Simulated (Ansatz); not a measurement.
A geometry of W away from equilibrium: the start of the relaxation of a relaxed W cell, doubled along one cell vector, shaken by Gaussian noise of σ = 0.08 Å a coordinate. Level of theory: PBE (plane waves to 420 eV, PAW, scalar-relativistic; Ansatz, a program for electronic structure). Γ-centred k-mesh 14×7×7 on the run's cell (coarser than for final values), Fermi–Dirac smearing 0.05 eV.

```xyz
4
Lattice="1.3120 -2.6070 0.0000 2.6240 5.2139 0.0000 0.0000 0.0000 4.8228" Properties=species:S:1:pos:R:3 pbc="T T T"
W      1.1682    -1.7691     1.2641
W      2.6787     0.6435     1.3606
W      1.3742     1.6853     3.4116
W      2.7249     4.3432     3.5001
```

Which atoms carry the largest force, and which way does it point?

4.25 eV/Å, on W2 (atoms numbered as listed); on W2 its components are (-1.92, 0.17, -3.78).

What is the pressure?

+11.5 GPa, compression positive.

How far above the relaxed end point is this geometry?

0.73 eV/atom; the path ends in Im-3m (No. 229) (bcc (W type)).

No spin polarisation in the result.

Of the parent cell (Cmcm (No. 63)): it is a generated cell of W: the first start was made by placing the elements on the sites of a structure type, and the end was not matched to a known phase here, so it may be hypothetical. Known forms of W include space group No. 229.
